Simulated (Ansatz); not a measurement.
Recipe of this trial structure of LiGaI2: random cell by space group and Wyckoff sites (P4mm, No. 99). The dimensions are guesses.

```yaml
crystal:
  lattice:
    - [3.86011, 0.00000, 0.00000]
    - [0.00000, 3.86011, 0.00000]
    - [0.00000, 0.00000, 8.15771]
  atoms:
    - { symbol: Li, position: [0.00000, 0.00000, 0.74852] }
    - { symbol: Ga, position: [0.00000, 0.00000, 0.02090] }
    - { symbol: I, position: [0.50000, 0.00000, 0.43270] }
    - { symbol: I, position: [0.00000, 0.50000, 0.43270] }
```

Level of theory: DFT PBE, scalar-relativistic, plane waves, PAW in Ansatz 0.2.0. Cutoff 420 eV, Gaussian smearing, Γ-centred meshes. Cell and atoms relax first on a coarse mesh and then on a converged one. In between, the cell is made exact in the group found at 0.06 Å. The steps can't lower the symmetry of their start. No spin polarisation.

A guess keeps its type if space group and coordination stay and the shape of the cell changes little (axis ratios within about 15 %, angles within 6°); the volume may change.

Problem. Does this structure survive the relaxation?

Solution. It doesn't keep its type. The symmetry stays P4mm (No. 99). The volume per atom grows by 41.6 %, from 30.4 to 43.0 Å³. The shortest distance goes from 2.22 Å (Li–Ga) to 2.85 Å (Li–Ga). The ratio c/a of the conventional cell changes by a factor of 0.50. Counting neighbours within 15 % of an atom's shortest distance, the start has Ga 1, I 4, Li 1 and the end Ga 6, I 4, Li 6. In detail, at the end Li is surrounded by 2 Ga at 2.85–2.89 Å and 4 I at 3.01 Å; Ga is surrounded by 2 Li at 2.85–2.89 Å and 4 I at 3.17 Å; I has 2 Li at 3.01 Å, 2 Ga at 3.17 Å and 4 I at 3.87 Å.

```cif
data_structure
_symmetry_space_group_name_H-M 'P4mm'
_symmetry_Int_Tables_number 99
_cell_length_a 5.4757
_cell_length_b 5.4757
_cell_length_c 5.7408
_cell_angle_alpha 90.000
_cell_angle_beta 90.000
_cell_angle_gamma 90.000
_cell_volume 172.13
loop_
_atom_site_label
_atom_site_type_symbol
_atom_site_symmetry_multiplicity
_atom_site_Wyckoff_symbol
_atom_site_fract_x
_atom_site_fract_y
_atom_site_fract_z
_atom_site_occupancy
Li1 Li 1 a 0.00000 0.00000 0.64180 1
Ga1 Ga 1 a 0.00000 0.00000 0.14553 1
I1 I 2 c 0.50000 0.00000 0.42375 1
```

Formation energies are uncorrected and refer to the elements' standard structures at the same level.

Problem. At what energy does it end?

Solution. −0.460 eV/atom.

The last run used an 8×8×6 mesh (in the run's order of axes) for its 4-atom cell and Gaussian smearing of 0.01 eV. Spin–orbit coupling, which can matter for I, is left out. The reference form of I is held partly by dispersion forces, which this level lacks. Symmetry constrained the relaxation, so the result can be a saddle point. Another cell of LiGaI2 relaxed alike, in R-3m, lies 0.30 eV/atom lower, so this cell isn't the stable form at this level.
